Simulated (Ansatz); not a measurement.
SiRh2:
```yaml
crystal:
  lattice:
    - [5.45845, 0.00000, 0.00000]
    - [0.00000, 3.92002, 0.00000]
    - [0.00000, 0.00000, 7.36414]
  atoms:
    - { symbol: Si, position: [0.27669, 0.25000, 0.89342] }
    - { symbol: Si, position: [0.72331, 0.75000, 0.10658] }
    - { symbol: Si, position: [0.22331, 0.75000, 0.39342] }
    - { symbol: Si, position: [0.77669, 0.25000, 0.60658] }
    - { symbol: Rh, position: [0.52700, 0.75000, 0.80400] }
    - { symbol: Rh, position: [0.47300, 0.25000, 0.19600] }
    - { symbol: Rh, position: [0.97300, 0.25000, 0.30400] }
    - { symbol: Rh, position: [0.02700, 0.75000, 0.69600] }
    - { symbol: Rh, position: [0.84150, 0.25000, 0.93030] }
    - { symbol: Rh, position: [0.15850, 0.75000, 0.06970] }
    - { symbol: Rh, position: [0.65850, 0.75000, 0.43030] }
    - { symbol: Rh, position: [0.34150, 0.25000, 0.56970] }
```

Relaxed with r²SCAN.

Map the electron localisation function on the plane through (0.277, 0.250, 0.893) spanned by u = [1, 0, 0] and v = [0, 0, 1] in lattice vectors, from r²SCAN in the plane-wave PAW code Ansatz.

x is the fraction of u, y of v (the angle between them is 90°; rows are the nearest grid lines); atoms in the plane: Si at (0.00, 0.00), Si at (0.50, 0.71), Rh at (0.20, 0.30), Rh at (0.70, 0.41), Rh at (0.56, 0.04), Rh at (0.06, 0.68).
```
y \ x   0.000  0.0741  0.185  0.259  0.370  0.444  0.556  0.630  0.741  0.815  0.926   1.00
------  -----  ------  -----  -----  -----  -----  -----  -----  -----  -----  -----  -----
1.00    0.674   0.183  0.471  0.250  0.210  0.606  0.767  0.734  0.369  0.635  0.219  0.674
0.919   0.445   0.577  0.448  0.213  0.221  0.294  0.408  0.298  0.257  0.457  0.423  0.445
0.838   0.473   0.395  0.252  0.233  0.423  0.608  0.673  0.532  0.227  0.211  0.433  0.473
0.757   0.604   0.655  0.365  0.351  0.537  0.188  0.235  0.472  0.286  0.169  0.337  0.604
0.703   0.757   0.773  0.599  0.386  0.593  0.214  0.214  0.381  0.310  0.158  0.531  0.757
0.622   0.707   0.758  0.533  0.281  0.551  0.438  0.596  0.633  0.294  0.183  0.417  0.707
0.541   0.207   0.243  0.187  0.188  0.264  0.369  0.366  0.346  0.282  0.205  0.229  0.207
0.459   0.243   0.201  0.198  0.166  0.169  0.200  0.425  0.715  0.737  0.509  0.209  0.243
0.378   0.198   0.354  0.695  0.644  0.232  0.245  0.467  0.737  0.767  0.626  0.232  0.198
0.297   0.235   0.629  0.775  0.766  0.306  0.225  0.177  0.338  0.413  0.224  0.224  0.235
0.243   0.201   0.483  0.743  0.678  0.212  0.237  0.215  0.198  0.166  0.146  0.200  0.201
0.162   0.467   0.407  0.306  0.222  0.248  0.213  0.307  0.278  0.189  0.233  0.386  0.467
0.0811  0.362   0.573  0.488  0.255  0.189  0.570  0.764  0.743  0.313  0.483  0.427  0.362
0.000   0.674   0.183  0.471  0.250  0.210  0.606  0.767  0.734  0.369  0.635  0.219  0.674
```

The density is the valence pseudo-density with augmentation charge, so density and ELF within about 1 Å of a nucleus are not all-electron values.

Space group Pnma. The workflow started from a Materials Project entry (that database holds measured and hypothetical structures alike); the Crystallography Open Database copy checked does not list it. Whether it is the stable phase at ambient conditions was not checked. The r²SCAN relaxation kept the symmetry of its start; whether a distortion lowers the energy is not shown. The run is not spin-polarised.

Potentials: the later of the program's two PAW sets.
